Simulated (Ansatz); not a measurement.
**Relaxation path: Ca2B (CdCl2 type)**

DFT, PBE, PAW with Ansatz's default frozen-core files, scalar-relativistic (Ansatz 0.2.0); a Γ-centred 11×11×11 k mesh, Fermi–Dirac smearing of 0.05 eV, no spin polarisation. The run relaxes shape and atoms at held volume.

Command: `ansatz run input.yaml --threads 1 --pin off --max-ram 3072MiB --backend cpu --events-out ev --progress --plain --runs-dir out` It took 19 s on 1 thread of Intel(R) Xeon(R) 6975P-C (Granite Rapids), on a shared host, peak memory 0.47 GiB.

```yaml
crystal:
  lattice:
    - [1.7478269308, -1.009108349, 5.8370106173]
    - [0.0, 2.018216698, 5.8370106173]
    - [-1.7478269308, -1.009108349, 5.8370106173]
  atoms:
    - { symbol: B, position: [0.0, 0.0, 0.0] }
    - { symbol: Ca, position: [0.2589534148, 0.2589534148, 0.2589534148] }
    - { symbol: Ca, position: [0.7410465852, 0.7410465852, 0.7410465852] }
kpoints:
  mp_grid: { grid: [11, 11, 11] }
scf:
  occupations: { method: fermi_dirac, width: 0.05 }
hamiltonian:
  xc: pbe
  pseudopotentials: { kind: paw }
output:
  forces: true
  stress: true
relax:
  f_tol: 0.005
  max_steps: 30
  cell: { stress_tol: 0.2, fix: [volume] }
```

Each step lists its free energy a cell above the last geometry, the pressure, the cell vectors (Å), and Cartesian positions (Å) with forces (eV/Å).

The first step:

```
step 1  dF = 596.09 meV  P = 22.8 GPa
  cell 1.7478 -1.0091 5.8370  0.0000 2.0182 5.8370  -1.7478 -1.0091 5.8370
  B 0.0000 0.0000 0.0000   0.0000 0.0000 0.0000
  Ca 0.0000 0.0000 4.5345   0.0000 0.0000 -2.4439
  Ca 0.0000 0.0000 12.9765   0.0000 0.0000 2.4439
```

The symmetry of the start is kept and no stability test is made, so the end need not be the stable phase.

Problem. Where does the relaxation end, and by which steps?

Solution. After 5 geometries, with conventional a, b, c = 3.379, 3.379, 18.742 Å, at 20.590 Å³/atom and 13.56 GPa in space group R-3m, with a shortest distance of 2.543 Å. The further steps:
```
step 2  dF = 59.42 meV  P = 15.29 GPa
  cell 1.7498 -1.0102 5.8239  0.0000 2.0205 5.8239  -1.7498 -1.0102 5.8239
  B 0.0000 0.0000 0.0000   0.0000 0.0000 0.0000
  Ca 0.0000 0.0000 4.3294   0.0000 0.0000 -0.3413
  Ca 0.0000 0.0000 13.1422   0.0000 0.0000 0.3413
step 3  dF = 10.67 meV  P = 13.52 GPa
  cell 1.7117 -0.9882 6.0863  0.0000 1.9764 6.0863  -1.7117 -0.9882 6.0863
  B 0.0000 0.0000 0.0000   0.0000 0.0000 0.0000
  Ca 0.0000 0.0000 4.4777   0.0000 0.0000 0.1686
  Ca 0.0000 0.0000 13.7813   0.0000 0.0000 -0.1686
step 4  dF = 1.77 meV  P = 13.27 GPa
  cell 1.6908 -0.9762 6.2374  0.0000 1.9524 6.2374  -1.6908 -0.9762 6.2374
  B 0.0000 0.0000 0.0000   0.0000 0.0000 0.0000
  Ca 0.0000 0.0000 4.5950   0.0000 0.0000 0.1304
  Ca 0.0000 0.0000 14.1172   0.0000 0.0000 -0.1304
step 5  dF = 0.00 meV  P = 13.55 GPa
  cell 1.6894 -0.9754 6.2475  0.0000 1.9508 6.2475  -1.6894 -0.9754 6.2475
  B 0.0000 0.0000 0.0000   0.0000 0.0000 0.0000
  Ca 0.0000 0.0000 4.6159   0.0000 0.0000 0.0018
  Ca 0.0000 0.0000 14.1265   0.0000 0.0000 -0.0018
step 6  dF = -0.69 meV  P = 13.56 GPa  (same geometry on a basis chosen anew; earlier energies don't compare to the last digit)
  cell 1.6894 -0.9754 6.2475  0.0000 1.9508 6.2475  -1.6894 -0.9754 6.2475
  B 0.0000 0.0000 0.0000   0.0000 0.0000 0.0000
  Ca 0.0000 0.0000 4.6159   0.0000 0.0000 0.0014
  Ca 0.0000 0.0000 14.1265   0.0000 0.0000 -0.0014
```
